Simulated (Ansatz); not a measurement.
MoS2 (3R-MoS2 type, space group R3m)

```
CELL_PARAMETERS angstrom
      1.58761     0.91661     6.19494
     -1.58761     0.91661     6.19494
      0.00000    -1.83321     6.19494
ATOMIC_POSITIONS crystal
  Mo 0.00000 0.00000 0.00000
  S  0.75030 0.75030 0.75030
  S  0.58300 0.58300 0.58300
```

This relaxed cell (volume V₀) is scaled evenly in all directions, its shape held. The atoms relax within the cell's symmetry.

All values below come from r2SCAN+rVV10 (plane waves to 500 eV, PAW, scalar-relativistic; Ansatz, a program for electronic structure). k mesh 12×12×12 (Γ-centred), Fermi-Dirac smearing 0.05 eV. Energies are smeared free energies. With the shape held, the modulus is that of even scaling; a crystal free to change shape is softer. MoS2 is run without spin polarisation. MoS2 was relaxed with its symmetry unable to fall. This is one of several known forms of MoS2; the measured ambient cells at hand have space group No. 194. ΔE is measured from the relaxed starting cell.

| V (Å³/atom) | ΔE (meV/atom) |
|---|---|
| 15.145 | 148.4 |
| 15.626 | 97.6 |
| 16.107 | 59.2 |
| 16.587 | 31.6 |
| 17.068 | 13.4 |
| 17.549 | 3.2 |
| 18.030 | 0.0 |
| 18.511 | 2.9 |
| 18.991 | 11.2 |
| 19.472 | 24.2 |
| 19.953 | 41.2 |
| 20.434 | 62.0 |
| 20.915 | 86.0 |

Q: What is the fitted pressure derivative B₀′?

A: 4.1.

Q: What bulk modulus at fixed cell shape B₀ follows from a third-order Birch-Murnaghan fit?

A: 76.8 GPa. Check by three points about V = 18.030 Å³/atom, step 0.481: d²E/dV² ≈ (3.2 − 2·0.0 + 2.9) meV / 0.481² = 0.0264 eV/Å⁶, and V·d²E/dV² × 160.2 = 76.2 GPa.

(Under strain, the slope of the energy per volume gives the stress and its curvature an elastic modulus.)
